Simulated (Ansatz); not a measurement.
Input:

IrO$_{2}$:
```cif
data_Ir2O4
_chemical_formula_sum 'Ir2 O4'
_space_group_name_H-M_alt 'P42/mnm'
_space_group_IT_number 136
_space_group_name_Hall '-P 4n 2n'
_cell_length_a 4.47092
_cell_length_b 4.47092
_cell_length_c 3.15445
_cell_angle_alpha 90.000
_cell_angle_beta 90.000
_cell_angle_gamma 90.000
loop_
_atom_site_label
_atom_site_type_symbol
_atom_site_symmetry_multiplicity
_atom_site_Wyckoff_symbol
_atom_site_fract_x
_atom_site_fract_y
_atom_site_fract_z
_atom_site_occupancy
Ir1 Ir 2 a 0.00000 0.00000 0.00000 1
O1 O 4 f 0.30892 0.30892 0.00000 1
```

This is the PBEsol-relaxed structure.

Task: All from plane-wave PAW PBEsol (Ansatz code), unless another level is named. Give the electronic character.

Result: metallic (no gap).

Task: Predict the formation energy from the elements (no fitted shifts).

Result: -0.84 eV/atom.

Task: Give the density of states at the Fermi level.

Result: 0.47 states/eV per atom (mean over ±0.08 eV).

Task: Next, the gap with spin–orbit coupling?

Result: none (metallic).

Space group P4_2/mnm (rutile). Symmetry was held in the PBEsol relaxation. No spin polarisation was allowed. The volume moved by -16 % from the start of the relaxation. The references are the lowest solids computed at this level, not always the standard phases (solids in place of the gases). Scalar-relativistic: spin–orbit coupling is off unless named, which matters more the heavier the elements.

Potentials: the later of the program's two PAW sets.
